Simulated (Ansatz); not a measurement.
Every step of a relaxation of hcp Co (0001), 5 layers

DFT, PBE, PAW with Ansatz's default frozen-core files, scalar-relativistic (Ansatz 0.2.0); a Γ-centred 15×15×1 k mesh, Fermi–Dirac smearing of 0.1 eV, spin-polarised from start moments Co1 1.7, Co2 1.7, Co3 1.7, Co4 1.7, Co5 1.7 μB. The run relaxes the atoms in the fixed cell.

Command: `ansatz run input.yaml --threads 2 --pin off --max-ram 4096MiB --backend cpu --events-out ev --progress --plain --runs-dir out` It took 93 s on 2 threads of Arm Neoverse V2, on a shared host, peak memory 0.54 GiB.

```yaml
crystal:
  lattice:
    - [2.4930397963, 0.0, 0.0]
    - [-1.2465198982, 2.1590357963, 0.0]
    - [0.0, 0.0, 21.0739]
  atoms:
    - { symbol: Co, position: [0.0, 0.0, 0.3084393717], spin: 1.7 }
    - { symbol: Co, position: [0.333333334, 0.666666666, 0.404219686], spin: 1.7 }
    - { symbol: Co, position: [0.0, 0.0, 0.4999999997], spin: 1.7 }
    - { symbol: Co, position: [0.333333334, 0.666666666, 0.595780314], spin: 1.7 }
    - { symbol: Co, position: [0.0, 0.0, 0.6915606283], spin: 1.7 }
magnetization:
  spin_polarized: true
kpoints:
  mp_grid: { grid: [15, 15, 1] }
scf:
  occupations: { method: fermi_dirac, width: 0.1 }
hamiltonian:
  xc: pbe
  pseudopotentials: { kind: paw }
output:
  forces: true
  stress: true
  eigenvalues: true
relax:
  f_tol: 0.01
  max_steps: 40
efield:
  axis: 3
  amplitude: 0
  dipole_correction: true
```

Each step lists its free energy a cell above the last geometry, and Cartesian positions (Å) with forces (eV/Å).

The first step:

```
step 1  dF = 17.30 meV
  Co 0.0000 0.0000 6.5000   0.0000 0.0000 0.2919
  Co 0.0000 1.4394 8.5185   0.0000 0.0000 -0.3423
  Co 0.0000 0.0000 10.5369   0.0000 0.0000 -0.0001
  Co 0.0000 1.4394 12.5554   0.0000 0.0000 0.3423
  Co 0.0000 0.0000 14.5739   0.0000 0.0000 -0.2916
```

Other magnetic orders may lie lower.

Problem. Where does the relaxation end, and by which steps?

Solution. After 4 geometries, with a shortest distance of 2.435 Å and a cell moment of 8.37 μB. The further steps:
```
step 2  dF = 6.71 meV
  Co 0.0000 0.0000 6.5176   0.0000 0.0000 0.1839
  Co 0.0000 1.4394 8.5146   0.0000 0.0000 -0.2265
  Co 0.0000 0.0000 10.5369   0.0000 0.0000 0.0001
  Co 0.0000 1.4394 12.5593   0.0000 0.0000 0.2265
  Co 0.0000 0.0000 14.5563   0.0000 0.0000 -0.1840
step 3  dF = 0.06 meV
  Co 0.0000 0.0000 6.5408   0.0000 0.0000 -0.0163
  Co 0.0000 1.4394 8.5021   0.0000 0.0000 0.0231
  Co 0.0000 0.0000 10.5370   0.0000 0.0000 -0.0003
  Co 0.0000 1.4394 12.5718   0.0000 0.0000 -0.0233
  Co 0.0000 0.0000 14.5330   0.0000 0.0000 0.0168
step 4  dF = 0.00 meV
  Co 0.0000 0.0000 6.5395   0.0000 0.0000 0.0004
  Co 0.0000 1.4394 8.5036   0.0000 0.0000 0.0002
  Co 0.0000 0.0000 10.5370   0.0000 0.0000 0.0000
  Co 0.0000 1.4394 12.5703   0.0000 0.0000 -0.0002
  Co 0.0000 0.0000 14.5344   0.0000 0.0000 -0.0004
```
